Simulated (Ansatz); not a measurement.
**Trial structures of Ti₅C: starts and ends**

Computed with Ansatz, DFT PBE, scalar-relativistic, plane waves, PAW. All cells share a 420 eV cutoff and Γ-centred k meshes spaced at most about 0.3 Å⁻¹ (about 0.25 or finer for metals, 2π included). Collinear spin in cells that started with moments and kept them past the coarse steps, no spin elsewhere.

Each guess was relaxed in cell and atoms at zero pressure, within the symmetry of its start. All energies are static (0 K, no zero-point motion). Coordination counts Ti atoms around C (those within 1.25 times the shortest such distance or 1.15 times the sum of covalent radii, 1.27 where that leaves under three; a plus sign parts nearer from farther groups; the shortest distance is added where it exceeds 1.18 times the sum of covalent radii).

```tsv
guess	made from	start group	V start (Å³/atom)	end group	V end (Å³/atom)	coordination at the end	gap on mesh (eV)	largest moment (μB)	E over the lowest end (meV/atom)
1	random cell	P6/mmm	15.4	P6/mmm	14.5	C 2+12	0	-	287
2	random cell	P6/mmm	16.8	?	?	?	?	?	?
3	random cell	F-43m	15.1	F-43m	16.0	C 16 from 3.0 Å	0	-	807
4	Mg5Sn type	P-62m	16.9	P-62m	15.0	C 6	0	-	0
5	random cell	P6mm	16.7	P6/mmm	18.3	C 6	0	1.3	673
```

Guess 2 as it starts:

```
Ti C
1.0
     4.11278    0.00000    0.00000
    -2.05639    3.56177    0.00000
     0.00000    0.00000    6.86232
Ti C
5 1
Direct
  0.00000 0.00000 0.23015
  0.00000 0.00000 0.76985
  0.50000 0.00000 0.00000
  0.00000 0.50000 0.00000
  0.50000 0.50000 0.00000
  0.00000 0.00000 0.00000
```

Task: Fill in the missing row: what does this guess relax into, and where does it rank?

Result: It ends in space group P6/mmm (No. 191), with a = 4.791 Å, c = 7.379 Å, 24.4 Å³/atom and no gap, without spin. It lies 0.65 eV/atom over the lowest end, above guess 1 and below guess 5. Counting Ti atoms around C, this end has C 2+6 and the lowest (guess 4) has C 6.

```
CELL_PARAMETERS angstrom
4.79070 0.00000 0.00000
-2.39535 4.14887 0.00000
0.00000 0.00000 7.37888
ATOMIC_POSITIONS crystal
Ti 0.00000 0.00000 0.25860
Ti 0.00000 0.00000 0.74140
Ti 0.50000 0.00000 0.00000
Ti 0.00000 0.50000 0.00000
Ti 0.50000 0.50000 0.00000
C 0.00000 0.00000 0.00000
```

The zero of energy is the elements' standard structures at the same level; no fitted shifts are applied.

Task: Is the lowest end bound against the elements?

Result: No: its formation energy is +0.31 eV/atom. It can't be a ground state, since the elements alone are lower.

A magnetic state wasn't ruled out in cells without spin, among them P6/mmm at 24.4 Å³/atom. The reference form of C is held partly by dispersion forces, which this level lacks. The magnetic state reached may not be the lowest. Cells relaxed within their symmetry can be saddle points. A lower structure may well exist outside this small set. Some types were kept out of the candidates beforehand, so the set may lack a known form.
